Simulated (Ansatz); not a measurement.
A geometry of Be away from equilibrium: the start of the relaxation of a generated cell, Be placed in the AFLOW prototype A_mP4_4_2a (as in Te). Method: r2SCAN (plane waves to 500 eV, PAW, scalar-relativistic; Ansatz, an electronic-structure program). Γ-centred k-mesh 16×7×10 on the run's cell (coarser than for final values), Fermi–Dirac smearing 0.05 eV.

```xyz
4
Lattice="2.0639 0.0000 0.0000 0.0000 4.9954 0.0000 -0.1496 0.0000 3.1614" Properties=species:S:1:pos:R:3 pbc="T T T"
Be     0.4441     3.6467     1.5175
Be     1.4701     1.1490     1.6439
Be     0.9877     2.4977     0.0632
Be     0.9266     0.0000     3.0982
```

Question: Predict the force on each atom, in eV/Å.

Answer: 
```tsv
atom	Fx	Fy	Fz
Be1	-2.32	0.85	0.47
Be2	2.32	0.85	-0.47
Be3	0.50	-0.85	-0.77
Be4	-0.50	-0.85	0.77
```

Question: What is the pressure?

Answer: +11.2 GPa, compression positive.

Question: How much energy per atom can still be gained by relaxing?

Answer: 0.53 eV/atom; the path ends in Fm-3m (No. 225) (fcc (Cu type)).

No spin polarisation in the result.

The run could not lose the symmetry of its start; a randomly shaken copy of 2 atoms returns to this structure.

The end of the path is a generated cell of Be: the first start was made by placing the elements on the sites of a structure type, and the end was not matched to a known phase here, so it may be hypothetical. Known forms of Be include space group No. 194.
